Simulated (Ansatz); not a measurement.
# How the vibrations of Ti$_{2}$Co change with volume

Level of theory: DFT PBEsol, scalar-relativistic, plane waves, PAW in Ansatz 0.2.0. Settings: 420 eV plane-wave cutoff, Γ-centred 10×10×10 mesh, Gaussian smearing of 0.20 eV. Collinear spin, site moments 0.0, 0.0, 0.0, 0.0, 1.0, 1.0 μB. Phonons by linear response, acoustic sum rule imposed.

Relaxed structure:
```cif
data_structure
_symmetry_space_group_name_H-M 'P 1'
_symmetry_Int_Tables_number 1
_cell_length_a 4.9369
_cell_length_b 4.9369
_cell_length_c 4.9369
_cell_angle_alpha 60.000
_cell_angle_beta 60.000
_cell_angle_gamma 60.000
_cell_volume 85.08
loop_
_atom_site_label
_atom_site_type_symbol
_atom_site_fract_x
_atom_site_fract_y
_atom_site_fract_z
_atom_site_occupancy
Ti1 Ti 0.12500 0.12500 0.12500 1
Ti2 Ti 0.62500 0.12500 0.12500 1
Ti3 Ti 0.12500 0.12500 0.62500 1
Ti4 Ti 0.12500 0.62500 0.12500 1
Co1 Co 0.50000 0.50000 0.50000 1
Co2 Co 0.75000 0.75000 0.75000 1
```

In a metal, frequencies depend on the k mesh and the smearing, soft modes most.

Cells at 0.98 and 1.02 times the equilibrium volume were relaxed in shape and atoms; γ = −d ln ν / d ln V, modes matched by rank.

Question: Give the optical frequencies at Γ (cm⁻¹) at the three volumes and the mode Grüneisen parameters.

Answer:
| 0.98 V | V | 1.02 V | γ | degeneracy |
| --- | --- | --- | --- | --- |
| 144i | 143i | 142i | – | 3 |
| 104i | 104i | 104i | – | 2 |
| 127 | 120 | 113 | 3.02 | 3 |
| 147 | 139 | 131 | 2.94 | 3 |
| 264 | 263 | 261 | 0.35 | 3 |
| 460 | 450 | 439 | 1.14 | 1 |

i marks imaginary modes: the cell is unstable against these displacements at all three volumes, and γ isn't given for them.

Question: What pressures hold the two strained cells, and what bulk modulus follows?

Answer: 2.43 GPa at 0.98 V and -2.19 GPa at 1.02 V, so B = −dP/d ln V ≈ 115 GPa.